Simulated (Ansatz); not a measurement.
ZrO2 in space group P4_2/nmc (No. 137; Zr on 2a, O on 4d), plane-wave PAW r²SCAN (Ansatz code), all energies at zero smearing, with the estimated change up to a 700 eV cutoff added, with one set of potentials and settings (totals compare only within such a set). Cell of 6 atoms (2 Zr, 4 O): -10676.319 eV.

```tsv
element	reference phase	E (eV/atom)
Zr	P6_3/mmc, 2 atoms in the cell	-4195.0260
O	C2/m, 4 atoms in the cell, spin-polarised	-566.0281
```

Formation energy per atom, worked out: (-10676.319 − 2×(-4195.0260) − 4×(-566.0281))/6 = -3.692 eV/atom (-356 kJ per mol of atoms), at 0 K, without zero-point energy or fitted corrections.

This is a known high-temperature phase of the composition, computed here at zero pressure and temperature. The r²SCAN relaxation kept the symmetry of its start; its stability against distortions is not shown here. The run is not spin-polarised. The references are the lowest solids computed at this level, not always the standard phases (solids in place of the gases).

Potentials: the later of the program's two PAW sets.
